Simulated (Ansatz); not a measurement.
AlN (zinc blende)

```
CELL_PARAMETERS angstrom
      0.00000     2.20161     2.20161
      2.20161     0.00000     2.20161
      2.20161     2.20161     0.00000
ATOMIC_POSITIONS crystal
  N  0.75000 0.75000 0.75000
  Al 0.00000 0.00000 0.00000
```

In each cell atom 2 (Al, nearest neighbour N at 1.907 Å; its periodic images, 3.1 Å or more away, move with it) moves by s·(0.707, 0.707, 0.000) (along Cartesian [110]), the rest being held.

Calculation: PBE (plane waves to 420 eV, PAW, scalar-relativistic; Ansatz, a program for electronic structure). k mesh 10×10×10 (Γ-centred), Fermi-Dirac smearing 0.05 eV. E stands for the smeared free energy. AlN was relaxed with its symmetry unable to fall. The zero of ΔE is the undisplaced structure.

| s (Å) | ΔE (meV/cell) |
|---|---|
| -0.380 | 1106 |
| -0.304 | 681 |
| -0.228 | 371 |
| -0.152 | 161 |
| -0.076 | 40 |
| 0.000 | 0 |
| 0.076 | 40 |
| 0.152 | 161 |
| 0.228 | 371 |
| 0.304 | 681 |
| 0.380 | 1106 |

What force constant k = d²E/ds² at s = 0 does the table give?

14 eV/Å². It is the second difference of the nearest points, corrected with the next pair.

With k = 13.66 eV/Å² from the forces, is the well harmonic out to s = 0.380 Å?

½ks² = 986 meV/cell against the computed 1106 meV/cell, so the well is stiffer than harmonic there.

(For displaced atoms, the force is minus the slope of the energy, and its curvature is a force constant, which sets phonon frequencies.)
